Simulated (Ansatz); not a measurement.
**InF: one input, then a changed one**

The structure comes from a relaxation in the same program, started in the zincblende type, and has space group F-43m. Whether it is a known phase or the ground state wasn't checked.

First run: DFT, PBEsol, all-electron LAPW, scalar-relativistic (Ansatz 0.2.0).

Command: `ansatz run input.yaml --threads 1 --pin off --max-ram 2048MiB --backend cpu --events-out ev --progress --plain --runs-dir out` The run took about 33 s on 1 thread of a shared machine.

```yaml
crystal:
  lattice:
    - [0.0, 3.004485767, 3.004485767]
    - [3.004485767, 0.0, 3.004485767]
    - [3.004485767, 3.004485767, 0.0]
  atoms:
    - { symbol: In, position: [0.0, 0.0, 0.0] }
    - { symbol: F, position: [0.25, 0.25, 0.25] }
kpoints:
  mp_grid: { grid: [13, 13, 13] }
  band_path:
    path:
      - [0.0, 0.0, 0.0]
      - [-0.5, -0.5, 0.0]
      - [-0.375, -0.375, 0.25]
      - [-0.375, 0.0, 0.375]
      - [0.0, 0.0, 0.0]
      - [0.0, 0.0, 0.5]
      - [-0.5, -0.25, 0.25]
      - [-0.5, -0.5, 0.0]
    npoints: 5
scf:
  occupations: { method: fermi_dirac, width: 0.05 }
hamiltonian:
  xc: pbesol
  pseudopotentials: { kind: all_electron, lapw: { basis_error: 0.0005 } }
output:
  forces: true
  stress: true
  eigenvalues: true
```

Result: converged; pressure -1.87 GPa; gap on the k mesh 1.85 eV (the mesh can miss the band edges); 8 SCF iterations.

Spin–orbit coupling is left out, though it moves levels of the heavy atoms by tenths of an eV or more.

The input is then changed:

```diff
@@ -25,4 +25,5 @@
   xc: pbesol
   pseudopotentials: { kind: all_electron, lapw: { basis_error: 0.0005 } }
+  dispersion: d3bj
 output:
   forces: true
```

Task: What does the second run give?

Result: It converged; pressure -0.69 GPa; gap on the k mesh 1.85 eV (the mesh can miss the band edges); 8 SCF iterations.
